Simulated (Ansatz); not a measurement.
Values for one crystal, relaxed and computed with the program Ansatz at the r²SCAN level (PAW); other levels are named.

```yaml
volume_per_atom: 12.07 Å³
electronic_character: metallic (no gap)
Formation energy from the elements (no fitted shifts): -0.13 eV/atom
Density of states at the Fermi level: 0.39 states/eV per atom (mean over ±0.08 eV)
```

Task: Which compound is it?
(A) GaFe3, Cu3Au type
(B) HfCo, CsCl type
(C) Li2Ga, Cmcm (Li on 4c, Li on 4c, Ga on 4c)
(D) CdPd, L1₀ or tetragonal B2

Result: A, GaFe3, Cu3Au type

Space group Pm-3m (Cu3Au type). The workflow started from a Materials Project entry (that database holds measured and hypothetical structures alike); the Crystallography Open Database files this formula in space group No. 221, but the cells were not matched. Whether it is the stable phase at ambient conditions was not checked. The cell was relaxed with r²SCAN under the symmetry of its start; its stability against distortions is not shown here. Spin order of the final state: ferromagnetic, chosen from 4 collinear starts compared on coarse meshes (ties went to the first, and starts can fall back to one state), not a proven ground state. Other orbital occupations within this spin state were not tried. The references are the lowest solids computed at this level, not always the standard phases. Spin–orbit coupling is left out wherever it is not named.

Potentials: the later of the program's two PAW sets.
